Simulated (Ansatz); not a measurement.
An Ansatz (a quantum-chemistry and plane-wave program) run. Input:

Ansatz 0.2 input:
```yaml
crystal:
  lattice:
    - [3.3602903885, 0.0, 0.0]
    - [-1.6801451943, 2.9100968405, 0.0]
    - [0.0, 0.0, 12.2534424664]
  atoms:
    - { symbol: Nb, position: [0.0, 0.0, 0.2662330614] }
    - { symbol: Nb, position: [0.0, 0.0, 0.7337669386] }
    - { symbol: Se, position: [0.3333333333, 0.6666666667, 0.8741601738] }
    - { symbol: Se, position: [0.6666666667, 0.3333333333, 0.1258398262] }
    - { symbol: S, position: [0.6666666667, 0.3333333333, 0.3889739856] }
    - { symbol: S, position: [0.3333333333, 0.6666666667, 0.6110260144] }
kpoints:
  mp_grid: { grid: [10, 10, 3] }
  band_path:
    path:
      - [[0.0, 0.0, 0.0], [0.5, 0.0, 0.0], [0.3333333333, 0.3333333333, 0.0], [0.0, 0.0, 0.0], [0.0, 0.0, 0.5], [0.5, 0.0, 0.5], [0.3333333333, 0.3333333333, 0.5], [0.0, 0.0, 0.5]]  # Γ-M-K-Γ-A-L-H-A
      - [[0.5, 0.0, 0.5], [0.5, 0.0, 0.0]]  # L-M
      - [[0.3333333333, 0.3333333333, 0.5], [0.3333333333, 0.3333333333, 0.0]]  # H-K
    npoints: 8
basis: { xc_grid: 2 }
hamiltonian:
  xc: pbesol
  pseudopotentials: { kind: paw }
magnetization: { noncollinear: true, spin_orbit: true }
scf:
  n_extra_bands: 12
  convergence: { dr2_threshold: 0.0000000001 }
  occupations: { method: gaussian, width: 0.05 }
output: { eigenvalues: true }
```

Output (shortened):

```
Pseudopotential: Nb, paw_fr, valence charge 13
Pseudopotential: Se, paw_fr, valence charge 16
Pseudopotential: S, paw_fr, valence charge 6
Functional definition: PBEsol
non-collinear run that drives no moment, with spin-orbit …
Crystal: 6 atoms, lattice volume = 119.824 Å³
Basis set: ecut = 420 eV, 2381 PW (Γ), exchange–correlation on 48×48×180 points (8 copies of the dense FFT grid, shifted against one another)
Bands: 82, of which v1, the nominal top of the filled ones, is band 70 counted from 1 (69 counted from 0)
Symmetry: 12 space group operations + 12 with time reversal
k-points: 36 of 300
Projection manifold: j_resolved (fully-relativistic pseudo-atomic orbitals)
SCF iter   1: F=—  HF=-21624.291345 eV  |F-HF|=—  |Δ(HF+E_count)|=         —  Δρ=8.52e-2  dr2=8.01e1  dr2_m=0.00e0 (ungated)  ethr=3.10e-3  |M|=0.00e0 ∫|m|=0.00e0 μB  |m|>n=0.0e0 m-floor=0.0e0 τ_xc=0.0e0  β_m=0.30  ⟨swp⟩=6.1  Hψ=7228  notcnv=0  defer=4
preconditioner: auto → Kerker (q_TF=auto, 2.495 Å⁻¹)
spin=Noncollinear: Kerker preconditioning applied to the charge; magnetization (m_x, m_y, m_z) channels mix plain (no charge-response kernel on spin).
SCF iter   2: F=—  HF=-21620.712903 eV  |F-HF|=—  |Δ(HF+E_count)|=    3.58e0  Δρ=5.04e-2  dr2=3.31e1  dr2_m=0.00e0 (ungated)  ethr=3.10e-3  |M|=0.00e0 ∫|m|=0.00e0 μB  |m|>n=0.0e0 m-floor=0.0e0 τ_xc=0.0e0  β_m=0.48  ⟨swp⟩=2.8  Hψ=2316  notcnv=0  defer=188
SCF iter   3: F=—  HF=-21618.160662 eV  |F-HF|=—  |Δ(HF+E_count)|=    2.55e0  Δρ=2.15e-2  dr2=5.08e0  dr2_m=0.00e0 (ungated)  ethr=3.10e-3  |M|=0.00e0 ∫|m|=0.00e0 μB  |m|>n=0.0e0 m-floor=0.0e0 τ_xc=0.0e0  β_m=0.56  ⟨swp⟩=3.0  Hψ=2195  notcnv=0  defer=182
SCF iter   4: F=—  HF=-21617.558004 eV  |F-HF|=—  |Δ(HF+E_count)|=   6.03e-1  Δρ=1.01e-2  dr2=8.08e-1  dr2_m=0.00e0 (ungated)  ethr=3.10e-3  |M|=0.00e0 ∫|m|=0.00e0 μB  |m|>n=0.0e0 m-floor=0.0e0 τ_xc=0.0e0  β_m=0.78  ⟨swp⟩=2.3  Hψ=2211  notcnv=0  defer=184
SCF iter   5: F=—  HF=-21617.445246 eV  |F-HF|=—  |Δ(HF+E_count)|=   1.13e-1  Δρ=4.89e-3  dr2=1.01e-1  dr2_m=0.00e0 (ungated)  ethr=1.15e-3  |M|=0.00e0 ∫|m|=0.00e0 μB  |m|>n=0.0e0 m-floor=0.0e0 τ_xc=0.0e0  β_m=0.89  ⟨swp⟩=2.2  Hψ=1879  notcnv=0  defer=184
SCF iter   6: F=—  HF=-21617.436903 eV  |F-HF|=—  |Δ(HF+E_count)|=   8.34e-3  Δρ=1.58e-3  dr2=2.95e-2  dr2_m=0.00e0 (ungated)  ethr=1.44e-4  |M|=0.00e0 ∫|m|=0.00e0 μB  |m|>n=0.0e0 m-floor=0.0e0 τ_xc=0.0e0  β_m=0.82  ⟨swp⟩=2.2  Hψ=2098  notcnv=0  defer=184
SCF iter   7: F=—  HF=-21617.435056 eV  |F-HF|=—  |Δ(HF+E_count)|=   1.85e-3  Δρ=8.26e-4  dr2=5.38e-3  dr2_m=0.00e0 (ungated)  ethr=4.21e-5  |M|=0.00e0 ∫|m|=0.00e0 μB  |m|>n=0.0e0 m-floor=0.0e0 τ_xc=0.0e0  β_m=0.88  ⟨swp⟩=2.0  Hψ=1838  notcnv=0  defer=184
SCF iter   8: F=—  HF=-21617.435146 eV  |F-HF|=—  |Δ(HF+E_count)|=   8.99e-5  Δρ=3.35e-4  dr2=7.86e-4  dr2_m=0.00e0 (ungated)  ethr=7.68e-6  |M|=0.00e0 ∫|m|=0.00e0 μB  |m|>n=0.0e0 m-floor=0.0e0 τ_xc=0.0e0  β_m=0.94  ⟨swp⟩=2.1  Hψ=1659  notcnv=0  defer=184
SCF iter  15: F=-21617.435306 eV  HF=-21617.435306 eV  |F-HF|=3.64e-12  |Δ(HF+E_count)|=  2.26e-10  Δρ=2.20e-7  dr2=7.85e-11  dr2_m=0.00e0 (ungated)  ethr=1.00e-12  |M|=0.00e0 ∫|m|=0.00e0 μB  |m|>n=0.0e0 m-floor=0.0e0 τ_xc=0.0e0  ⟨swp⟩=9.2  Hψ=5826  notcnv=0
SCF 1 converged in 15 iterations: F = -21617.435306 eV  dr2 = 7.85e-11
NSCF: frozen V_eff on 75 k-points
SCF converged after 15 iterations
Magnetization: |M| = 0.0000 μB,  M = (+0.0000, +0.0000, +0.0000) μB
Absolute magnetization: 0.0000 μB (∫|m|)
  site 0: m = (+0.0000, +0.0000, +0.0000) μB, |m| = 0.0000 μB  (R = 1.01 Å)
  site 1: m = (+0.0000, +0.0000, +0.0000) μB, |m| = 0.0000 μB  (R = 1.01 Å)
  site 2: m = (+0.0000, +0.0000, +0.0000) μB, |m| = 0.0000 μB  (R = 1.07 Å)
  site 3: m = (+0.0000, +0.0000, +0.0000) μB, |m| = 0.0000 μB  (R = 1.07 Å)
  site 4: m = (+0.0000, +0.0000, +0.0000) μB, |m| = 0.0000 μB  (R = 1.01 Å)
  site 5: m = (+0.0000, +0.0000, +0.0000) μB, |m| = 0.0000 μB  (R = 1.01 Å)
Free energy (F): -21617.435306 eV
Harris-Foulkes:  -21617.435306 eV  (|F-HF|=3.64e-12)
Internal energy: -21617.427504 eV  (E = F + TS)
E sigma→0 (E₀):  -21617.431405 eV
Entropy (-TS):   -0.007802 eV (-1.300 meV/atom)
Fermi energy:    10.486191 eV
--- Per-component energies (eV) ---
  E_band       = -967.445496
  E_kinetic    = 1241.411046
  E_local      = -8522.559301  (includes V_loc(G=0)·N_el)
  E_nonlocal   = -886.587790
  E_hartree    = 3894.732567
  E_xc         = -749.331759
  E_vxc        = -797.902394  (∫ρ·V_xc dr)
  E_paw        = -10941.430028  (= ΣΔE_a)
  E_vpaw       = 208.728578  (= ΣTr[D̂ρ^β])
  E_aug_tail   = -0.001171  (compensation charges beyond the density's cutoff)
  E_ewald      = -5656.188740
  E_core_change = 2.527672  (= ΣΔE_core)
  E_smearing   = -0.007802  (= −TS)
  E_closure    = 0.000000  (closes the sum)
  Σ components = -21617.435306   (vs F -21617.435306, Δ=0.00e0)
  [band-id]    e_kinetic+e_local+e_nonlocal+2·e_hartree+e_vxc+e_vpaw+e_augmentation_tail = -967.445897   (vs E_band -967.445496, Δ=-4.01e-4)
--- Band table (eV; the first three rows and the last of 36) ---
  k-point 0: bands = ["-44.2726", "-44.2726", "-44.2726", "-44.2726", "-37.1182", "-37.1182", "-37.1182", "-37.1182", "-37.0926", "-37.0926", "-37.0923", "-37.0923", "-36.2295", "-36.2295", "-36.2295", "-36.2295", "-36.2085", "-36.2085", "-36.2082", …
  k-point 1: bands = ["-44.2726", "-44.2726", "-44.2726", "-44.2726", "-37.1182", "-37.1182", "-37.1182", "-37.1182", "-37.0926", "-37.0926", "-37.0923", "-37.0923", "-36.2295", "-36.2295", "-36.2295", "-36.2295", "-36.2085", "-36.2085", "-36.2082", …
  k-point 2: bands = ["-44.2695", "-44.2695", "-44.2695", "-44.2695", "-37.1181", "-37.1181", "-37.1180", "-37.1180", "-37.0926", "-37.0926", "-37.0923", "-37.0923", "-36.2294", "-36.2294", "-36.2293", "-36.2293", "-36.2085", "-36.2085", "-36.2083", …
  k-point 35: bands = ["-44.2364", "-44.2364", "-44.2364", "-44.2364", "-37.1168", "-37.1168", "-37.1167", "-37.1167", "-37.0924", "-37.0924", "-37.0919", "-37.0919", "-36.2275", "-36.2275", "-36.2274", "-36.2274", "-36.2088", "-36.2088", "-36.2082", …
```

Cost: around 100 core-seconds (rough) on shared cores.

Space group P-3m1. The workflow started from a Materials Project entry (that database holds measured and hypothetical structures alike); the Crystallography Open Database copy checked does not list it. Its standing as an ambient phase is unchecked. The cell was relaxed with PBEsol under the symmetry of its start; whether a distortion lowers the energy is not shown. The run is not spin-polarised. A crystal of weakly bound layers computed without a dispersion correction: the cell and the soft elastic constants depend strongly on that.

Potentials: the later of the program's two PAW sets.

Ansatz is a plane-wave DFT program.
